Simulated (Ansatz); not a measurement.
Se (trigonal Se type), relaxed and computed with several functionals in Ansatz (plane waves, PAW). Much of their spread follows the volume that each gives.

```
functional  V (Å³/atom)  B₀ by P(V) fit (GPa)
----------  -----------  --------------------
PBE+D3(BJ)        24.49                  22.3
PBE               29.85                     ?
PBEsol            24.10                  22.8
r²SCAN            29.25                   8.6
```

Q: Fit a straight line to ln B₀ against ln V and predict the withheld value.

A: Least squares on the 3 shown rows: ln B₀ = -5.17 × ln V + (19.608), with a scatter of 2 %. For PBE this gives 7.8. The run itself gave 4.5, outside the scatter: the line misses something about this case.

Weakly bound layers, chains or molecules computed without a dispersion correction, so cells and soft constants are ill determined: Se, trigonal Se type with PBE; Se, trigonal Se type with PBEsol; Se, trigonal Se type with r²SCAN. All cells were relaxed under the symmetry of their starts (and spin orders); stability against distortions was not tested throughout. Spin–orbit coupling is left out wherever it is not named.

Potentials: the later of the program's two PAW sets.

Ansatz (a program for electronic structure) is a plane-wave DFT program.
